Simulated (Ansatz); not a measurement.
ZrRh (CsCl type, space group No. 221), DFT-PBEsol in the program Ansatz with PAW potentials, all energies at zero smearing, with the estimated change up to a 700 eV cutoff added, with one set of potentials and settings (totals compare only within such a set). Cell of 2 atoms (1 Rh, 1 Zr): -10468.887 eV.

```tsv
element	reference phase	E (eV/atom)
Rh	Fm-3m, 1 atoms in the cell	-6338.7479
Zr	P6/mmm, 3 atoms in the cell	-4128.6456
```

Formation energy per atom, worked out: (-10468.887 − 1×(-6338.7479) − 1×(-4128.6456))/2 = -0.747 eV/atom (-72 kJ per mol of atoms), at 0 K, without zero-point energy or fitted corrections.

Space group Pm-3m (CsCl type). The workflow started from an entry of the Crystallography Open Database (COD), which files this formula under 2 space groups. Its standing as an ambient phase is unchecked. Symmetry was held in the PBEsol relaxation; whether a distortion lowers the energy is not shown. No spin polarisation was allowed. The references are the lowest solids computed at this level, not always the standard phases.

Potentials: the later of the program's two PAW sets.
